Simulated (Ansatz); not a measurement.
**Nb: from a starting cell to a relaxed one**

The start is a generated cell, Nb placed in the bcc structure type. The cell and all atomic positions are relaxed at zero pressure with r2SCAN (plane waves to 500 eV, PAW, scalar-relativistic; Ansatz, a first-principles code). The first steps use a coarse 14×14×14 k-mesh.

Starting cell:
```
CELL_PARAMETERS angstrom
     -1.65000     1.65000     1.65000
      1.65000    -1.65000     1.65000
      1.65000     1.65000    -1.65000
ATOMIC_POSITIONS crystal
  Nb 0.00000 0.00000 0.00000
```

Task: By how much does the energy per atom fall from start to end?

Result: Under 0.01 eV/atom.

Task: How do the shortest distances between atoms change?

Result: The closest pairs of elements (up to four, under 3.6 Å), start → end: Nb–Nb 2.86 → 2.86 Å.

Task: Write out the relaxed structure.

Result: 
Space group Im-3m (No. 229); a = b = c = 3.3027 Å, α = β = γ = 90.00°

```
atom  site  symmetry       x       y       z
----  ----  --------  ------  ------  ------
Nb      2a      m-3m  0.0000  0.0000  0.0000
```
(The calculation used a cell of 1 atom; values per cell refer to that cell.)

The space group stays Im-3m (No. 229) (the run could not lower it); the end is bcc (W type), with 1 atom in the primitive cell. Final values are on a 20×20×20 k-mesh of the relaxed cell. No spin polarisation in the result.

The run could not lose the symmetry of its start.
